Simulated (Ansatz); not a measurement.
MoS2 with oxygen replacing S: gradients before and after relaxing the atoms

Start: a supercell of MoS2 (space group P6_3/mmc) built from a COD entry, with all atoms left at the host's positions.

```xyz
36
Lattice="9.5070 0.0000 0.0000 -3.1690 5.4889 0.0000 0.0000 0.0000 12.3240" Properties=species:S:1:pos:R:3 pbc="T T T"
Mo    0.0000    1.8296    3.0810
Mo   -1.5845    4.5741    3.0810
Mo    3.1690    1.8296    3.0810
Mo    1.5845    4.5741    3.0810
Mo    6.3380    1.8296    3.0810
Mo    4.7535    4.5741    3.0810
Mo    1.5845    0.9148    9.2430
Mo    0.0000    3.6592    9.2430
Mo    4.7535    0.9148    9.2430
Mo    3.1690    3.6592    9.2430
Mo    7.9225    0.9148    9.2430
Mo    6.3380    3.6592    9.2430
O     0.0000    1.8296    7.6779
S    -1.5845    4.5741    7.6779
S     3.1690    1.8296    7.6779
S     1.5845    4.5741    7.6779
S     6.3380    1.8296    7.6779
S     4.7535    4.5741    7.6779
S     1.5845    0.9148    1.5159
S     0.0000    3.6592    1.5159
S     4.7535    0.9148    1.5159
S     3.1690    3.6592    1.5159
S     7.9225    0.9148    1.5159
S     6.3380    3.6592    1.5159
S     0.0000    1.8296   10.8081
S    -1.5845    4.5741   10.8081
S     3.1690    1.8296   10.8081
S     1.5845    4.5741   10.8081
S     6.3380    1.8296   10.8081
S     4.7535    4.5741   10.8081
S     1.5845    0.9148    4.6461
S     0.0000    3.6592    4.6461
S     4.7535    0.9148    4.6461
S     3.1690    3.6592    4.6461
S     7.9225    0.9148    4.6461
S     6.3380    3.6592    4.6461
```

Atom numbers follow the list; atoms alike are taken as one site, whose name carries the number of the first.

The numbers come from a DFT calculation in Ansatz (PBE, plane waves and PAW, scalar-relativistic, 420 eV cutoff, Γ-centred 3×4×2 k-points, Fermi–Dirac smearing 0.01 eV).

The largest force at the start is 4.3 eV/Å. Relaxing the ions at fixed cell moves them by 0.459 Å at most (atom 13, O) and 0.085 Å rms.

```json
{"site": "Mo7", "atom": "7", "moved (Å)": "0.063", "first shell before": "5 S at 2.41 Å, 1 O at 2.41 Å", "first shell after": "1 O at 2.08 Å, 5 S at 2.40–2.43 Å", "V_zz before (10²¹ V/m²)": "-8.73", "η before": "0.66"}
{"site": "Mo8", "atom": "8", "moved (Å)": "0.065", "first shell before": "5 S at 2.41 Å, 1 O at 2.41 Å", "first shell after": "1 O at 2.08 Å, 5 S at 2.40–2.43 Å", "V_zz before (10²¹ V/m²)": "-8.72", "η before": "0.66"}
{"site": "Mo9", "atom": "9", "moved (Å)": "0.054", "first shell before": "6 S at 2.41 Å", "first shell after": "6 S at 2.40–2.43 Å", "V_zz before (10²¹ V/m²)": "-7.40", "η before": "0.02"}
{"site": "Mo10", "atom": "10", "moved (Å)": "0.043", "first shell before": "6 S at 2.41 Å", "first shell after": "6 S at 2.40–2.43 Å", "V_zz before (10²¹ V/m²)": "-7.58", "η before": "0.08"}
{"site": "Mo11", "atom": "11", "moved (Å)": "0.072", "first shell before": "5 S at 2.41 Å, 1 O at 2.41 Å", "first shell after": "1 O at 2.07 Å, 5 S at 2.40–2.42 Å", "V_zz before (10²¹ V/m²)": "-8.63", "η before": "0.64"}
{"site": "O", "atom": "13", "moved (Å)": "0.459", "first shell before": "3 Mo at 2.41 Å", "first shell after": "3 Mo at 2.07–2.08 Å", "V_zz before (10²¹ V/m²)": "0.90", "η before": "0.08"}
{"site": "S26", "atom": "26", "moved (Å)": "0.049", "first shell before": "3 Mo at 2.41 Å", "first shell after": "3 Mo at 2.40–2.41 Å", "V_zz before (10²¹ V/m²)": "-5.65", "η before": "0.23"}
{"site": "S27", "atom": "27", "moved (Å)": "0.053", "first shell before": "3 Mo at 2.41 Å", "first shell after": "3 Mo at 2.40–2.41 Å", "V_zz before (10²¹ V/m²)": "-5.40", "η before": "0.19"}
{"site": "S29", "atom": "29", "moved (Å)": "0.050", "first shell before": "3 Mo at 2.41 Å", "first shell after": "3 Mo at 2.40–2.41 Å", "V_zz before (10²¹ V/m²)": "-5.47", "η before": "0.17"}
{"site": "S35", "atom": "35", "moved (Å)": "0.006", "first shell before": "3 Mo at 2.41 Å", "first shell after": "3 Mo at 2.40–2.41 Å", "V_zz before (10²¹ V/m²)": "-5.42", "η before": "0.02"}
```

Q: What are V_zz and η after the relaxation?

A: 

```tsv
site	atom	V_zz after	η after	change of V_zz
Mo7	7	-7.02	0.13	+1.71
Mo8	8	-7.02	0.15	+1.70
Mo9	9	-7.61	0.05	-0.21
Mo10	10	-7.57	0.14	+0.01
Mo11	11	-7.27	0.12	+1.36
O	13	-5.40	0.01	-6.30
S26	26	-6.01	0.16	-0.36
S27	27	-5.83	0.13	-0.43
S29	29	-5.76	0.17	-0.29
S35	35	-5.42	0.01	0.00
```

The largest change of V_zz is on O, from 0.90 to -5.40. In per cent, |V_zz| changes by -20 to +3 on Mo, 0 to +8 on S (all sites that start above 0.5, bar those whose gradient vanishes or changes sign or whose main axis turns by over 40°). Where |V_zz| stays above 0.1 and the axes keep their order, η moves most on Mo7, from 0.66 to 0.13. On S26 V_xx and V_yy change places (or their axes turn by over 50°), so the two values of η hide a larger change. V_zz changes sign on O (same axis). The table leaves out 24 of the 34 sites, with |V_zz| up to 7.79; their tensors move by 0.86 at most along any direction. The statements above cover all sites. The host's own positions weren't relaxed first, so part of the change far from the defect can be the host's relaxation.

The defect repeats with the cell of 36 atoms, so it feels its images: sites between two images don't show the values beside a lone defect, and zeros or small values of η there can come from the images' arrangement. Mo and S carry a gradient in the pure host already, so the values there aren't the defect's effect alone. Without spin–orbit coupling (the program notes it for Mo) the gradients can shift somewhat, as the gap is small.
Before: With a gap of 0.9 eV on this mesh, small gradients can still move by 0.1 × 10²¹ V/m² or more as the k-mesh gets denser. The neighbours have not yet relaxed around the defect (largest force 4.3 eV/Å), so the values at and beside it are those of a strained start, not of the defect in a real crystal.
